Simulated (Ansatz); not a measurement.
The elements of this relaxed trial crystal are hidden behind letters.

```
lattice vectors (Å)
   3.0413    0.0000    0.0000
  -1.5206    2.6338    0.0000
   0.0000    0.0000    5.7804
fractional positions
X 0.0000 0.0000 0.0000
Z 0.6667 0.3333 0.3027
Z 0.6667 0.3333 0.6973
Z 0.0000 0.0000 0.6414
Z 0.0000 0.0000 0.3586
```

All numbers below come from DFT PBE, scalar-relativistic, plane waves, PAW (Ansatz 0.2.0). Cutoff 420 eV, Γ-centred 12×12×8 mesh (5-atom cell), Gaussian smearing of 0.10 eV, no spin polarisation.

```
Space group                                : P-6m2 (No. 187)
Conventional cell                          : a = 3.041 Å, c = 5.780 Å
Volume per atom                            : 9.26 Å³
Density                                    : 3.27 g/cm³
Formation energy                           : +0.15 eV/atom
Gap on the 12×12×8 mesh of the 5-atom cell : 0 eV (a metal)
```

Energies are uncorrected and count from the elements' standard states at the same level.

Task: X is a d-block element of period 4 and Z is a p-block element of period 2. Which elements are they?

Result: X = Ti, Z = B, so the formula is TiB4. Density times volume gives a mean mass of 3.27 × 9.26/1.6605 = 18.2 u per atom, and this set has 18.2 u. Among the elements that the hints allow, noble gases aside, only these give it. Ti is surrounded by 2 B at 2.07 Å and 6 B at 2.48 Å; B on its first site is surrounded by 3 B at 1.79 Å, 1 B at 2.28 Å and 3 Ti at 2.48 Å; around B on its second site lie 1 B at 1.63 Å, 3 B at 1.79 Å and 1 Ti at 2.07 Å.

The cell is a metal run without spin; a magnetic state may lie lower. Symmetry constrained the relaxation, so the result can be a saddle point. Another cell of TiB4 relaxed alike, in P6/mmm, lies 0.60 eV/atom lower, so this cell isn't the stable form at this level.
